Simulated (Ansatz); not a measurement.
Ansatz (a program for electronic structure) input:

Ansatz 0.2 input:
```yaml
crystal:
  lattice:
    - [3.7788136877, 0.0, 0.0]
    - [0.0, 3.7788136877, 0.0]
    - [0.0, 0.0, 3.8206612382]
  atoms:
    - { symbol: Sr, position: [0.5, 0.5, 0.5] }
    - { symbol: Al, position: [0.0, 0.0, 0.0] }
    - { symbol: O, position: [0.5, 0.0, 0.0] }
    - { symbol: O, position: [0.0, 0.5, 0.0] }
    - { symbol: F, position: [0.0, 0.0, 0.5] }
kpoints:
  mp_grid: { grid: [6, 6, 6] }
hamiltonian:
  xc: r2scan
  pseudopotentials: { azcp: { folder: ./paw }, kind: paw }
scf:
  occupations: { method: fixed }
output:
  optics: { e_range: [0.0, 15.0], de: 0.05, sigma: 0.1, bands: { spectra_wanted_up_to: 12 eV } }
```

Output (shortened):

```
output.optics: the spectra are integrated over the Brillouin zone by k·p interpolation around the k-points, where levels, occupations, output.optics.sigma and …
Pseudopotential: Sr, paw, valence charge 10
Pseudopotential: Al, paw, valence charge 3
Pseudopotential: O, paw, valence charge 6
Pseudopotential: F, paw, valence charge 7
Functional definition: r2SCAN
Crystal: 5 atoms, lattice volume = 54.557 Å³
Basis set: ecut = 500 eV, 1357 PW (Γ), exchange–correlation on 120×120×120 points (64 copies of the dense FFT grid, shifted against one another)
Bands: 21, of which v1, the nominal top of the filled ones, is band 16 counted from 1 (15 counted from 0)
Symmetry: 16 space group operations
Space group: P4/mmm (ITA 123), of the structure as read, at distance tolerance 3.8e-5 Å
k-points: 40 of 216
SCF iter   1: F=—  HF=-6055.612894 eV  |F-HF|=—  |Δ(HF+E_count)|=         —  Δρ=1.57e-1  dr2=1.52e1  dr2_τ=6.81e-1  ethr=3.10e-3  ⟨swp⟩=6.1  Hψ=4378  notcnv=0  defer=73
preconditioner: auto → Resta (q_TF=auto, 2.496 Å⁻¹)
SCF iter   2: F=—  HF=-6052.140899 eV  |F-HF|=—  |Δ(HF+E_count)|=    3.47e0  Δρ=6.32e-2  dr2=1.81e0  dr2_τ=2.39e-1  ethr=3.10e-3  ⟨swp⟩=3.7  Hψ=2204  notcnv=0  defer=94
SCF iter   3: F=—  HF=-6051.805658 eV  |F-HF|=—  |Δ(HF+E_count)|=   3.35e-1  Δρ=2.86e-2  dr2=6.23e-1  dr2_τ=2.11e-2  ethr=3.10e-3  ⟨swp⟩=2.1  Hψ=1877  notcnv=0  defer=96
SCF iter   4: F=—  HF=-6051.616857 eV  |F-HF|=—  |Δ(HF+E_count)|=   1.89e-1  Δρ=5.09e-3  dr2=1.44e-2  dr2_τ=1.45e-3  ethr=1.95e-3  ⟨swp⟩=3.1  Hψ=1560  notcnv=0  defer=96
SCF iter   5: F=—  HF=-6051.617665 eV  |F-HF|=—  |Δ(HF+E_count)|=   8.08e-4  Δρ=2.51e-3  dr2=2.55e-3  dr2_τ=2.93e-4  ethr=4.50e-5  ⟨swp⟩=2.6  Hψ=1818  notcnv=0  defer=114
SCF iter   6: F=—  HF=-6051.617345 eV  |F-HF|=—  |Δ(HF+E_count)|=   3.20e-4  Δρ=8.10e-4  dr2=1.88e-4  dr2_τ=2.86e-5  ethr=7.98e-6  ⟨swp⟩=2.1  Hψ=1448  notcnv=0  defer=117
SCF iter   7: F=—  HF=-6051.617346 eV  |F-HF|=—  |Δ(HF+E_count)|=   1.30e-6  Δρ=8.59e-5  dr2=3.61e-6  dr2_τ=8.28e-7  ethr=5.87e-7  ⟨swp⟩=2.0  Hψ=1415  notcnv=0  defer=109
SCF iter   8: F=—  HF=-6051.617349 eV  |F-HF|=—  |Δ(HF+E_count)|=   2.65e-6  Δρ=1.91e-5  dr2=2.10e-7  dr2_τ=3.53e-8  ethr=1.13e-8  ⟨swp⟩=2.8  Hψ=1459  notcnv=0  defer=74
SCF iter  11: F=-6051.617348 eV  HF=-6051.617348 eV  |F-HF|=9.09e-13  |Δ(HF+E_count)|=  2.73e-11  Δρ=5.06e-8  dr2=1.05e-12  dr2_τ=7.58e-14  ethr=1.00e-12  ⟨swp⟩=12.4  Hψ=4336  notcnv=0
SCF 1 converged in 11 iterations: F = -6051.617348 eV  dr2 = 1.05e-12
NSCF: frozen V_eff on 40 k-points
Optics k sum: 0 of 40 k-points
Optics k sum: 2 of 40 k-points
Optics k sum: 4 of 40 k-points
Optics k sum: 6 of 40 k-points
Optics k sum: 8 of 40 k-points
Optics k sum: 10 of 40 k-points
Optics k sum: 12 of 40 k-points
Optics k sum: 14 of 40 k-points
Optics k sum: 16 of 40 k-points
Optics k sum: 18 of 40 k-points
Optics k sum: 20 of 40 k-points
Optics k sum: 22 of 40 k-points
Optics k sum: 24 of 40 k-points
Optics k sum: 26 of 40 k-points
Optics k sum: 28 of 40 k-points
Optics k sum: 30 of 40 k-points
Optics k sum: 32 of 40 k-points
Optics k sum: 34 of 40 k-points
Optics k sum: 36 of 40 k-points
Optics k sum: 38 of 40 k-points
Optics k sum: 40 of 40 k-points
Optics k sum: 0 of 40 k-points
Optics k sum: 2 of 40 k-points
Optics k sum: 4 of 40 k-points
Optics k sum: 6 of 40 k-points
Optics k sum: 8 of 40 k-points
Optics k sum: 10 of 40 k-points
Optics k sum: 12 of 40 k-points
Optics k sum: 14 of 40 k-points
Optics k sum: 16 of 40 k-points
Optics k sum: 18 of 40 k-points
Optics k sum: 20 of 40 k-points
Optics k sum: 22 of 40 k-points
Optics k sum: 24 of 40 k-points
Optics k sum: 26 of 40 k-points
Optics k sum: 28 of 40 k-points
Optics k sum: 30 of 40 k-points
Optics k sum: 32 of 40 k-points
Optics k sum: 34 of 40 k-points
Optics k sum: 36 of 40 k-points
Optics k sum: 38 of 40 k-points
Optics k sum: 40 of 40 k-points
output.optics: what the bands over the 34 summed would add to eps1, eps2 and the energy-loss function is held between a lower and an upper bound (8 Lanczos …
SCF converged after 11 iterations
Free energy (F): -6051.617348 eV
Harris-Foulkes:  -6051.617348 eV  (|F-HF|=9.09e-13)
Internal energy: -6051.617348 eV  (E = F + TS)
E sigma→0 (E₀):  -6051.617348 eV
Fermi energy:    9.829217 eV
--- Per-component energies (eV) ---
  E_band       = -58.555620
  E_kinetic    = 808.692196
  E_local      = -1621.554351  (includes V_loc(G=0)·N_el)
  E_nonlocal   = 431.167088
  E_hartree    = 516.463351
  E_xc         = -424.702476
  E_vxc        = -527.115412  (∫ρ·V_xc dr)
  E_paw        = -3724.787046  (= ΣΔE_a)
  E_vpaw       = -214.585387  (= ΣTr[D̂ρ^β])
  E_aug_tail   = 0.000839  (compensation charges beyond the density's cutoff)
  E_vtau       = 31.912733  (kinetic-family band-sum trace: ∫τ·v_τ [+ j·A + Jᵃ·Aᵃ] dr)
  E_ewald      = -2036.595530
  E_core_change = -0.301418  (= ΣΔE_core)
  E_smearing   =  0.000000  (= −TS)
  E_closure    = 0.000000  (closes the sum)
  Σ components = -6051.617348   (vs F -6051.617348, Δ=0.00e0)
  [band-id]    e_kinetic+e_local+e_nonlocal+2·e_hartree+e_vxc+e_vpaw+e_augmentation_tail+e_vtau = -58.555592   (vs E_band -58.555620, Δ=2.73e-5)
--- Band table (eV; the first three rows and the last of 40) ---
  k-point 0: bands = ["-24.7879", "-17.2037", "-9.1400", "-7.6381", "-6.2786", "-6.2786", "-6.0320", "1.1106", "2.6707", "2.6707", "5.5724", "5.5724", "7.8712", "8.2009", "8.9213", "8.9213", "14.1813", "14.6665", "15.8325", "17.0616", "17.1769"]
  k-point 1: bands = ["-24.7798", "-17.1864", "-9.3551", "-7.6246", "-6.2591", "-6.2591", "-5.8195", "1.1305", "2.7411", "2.7411", "5.3555", "5.3555", "7.3975", "7.8964", "8.8229", "8.8229", "14.7497", "15.2535", "16.3729", "17.2082", "17.7360"]
  k-point 2: bands = ["-24.7634", "-17.1513", "-9.7211", "-7.5973", "-6.2195", "-6.2195", "-5.4660", "1.2088", "2.9139", "2.9139", "4.9052", "4.9052", "6.5516", "7.3822", "8.6456", "8.6456", "15.9751", "16.4058", "17.5495", "17.5548", "19.0003"]
  k-point 39: bands = ["-24.6833", "-17.1525", "-8.3604", "-8.3604", "-6.6412", "-6.6412", "-6.2882", "-0.1221", "2.8882", "2.8882", "4.7732", "6.3790", "7.6980", "8.0499", "8.0499", "9.8292", "15.0436", "16.7808", "16.7808", "19.5557", "19.7269"]
```

Cost: roughly 70 core-seconds on shared cores.

The start of the workflow was typed in or built on a structure type; neither database checked (COD, Materials Project) lists it. Whether it is the stable phase at ambient conditions was not checked. Symmetry was held in the r²SCAN relaxation; its stability against distortions is not shown here. Spin–orbit coupling is left out wherever it is not named.

Potentials: the earlier of the program's two PAW sets. The files were generated under PBE; for other functionals the program regenerates the frozen cores, and for LDA and PBEsol the local potential too.

Ansatz is a plane-wave DFT program.
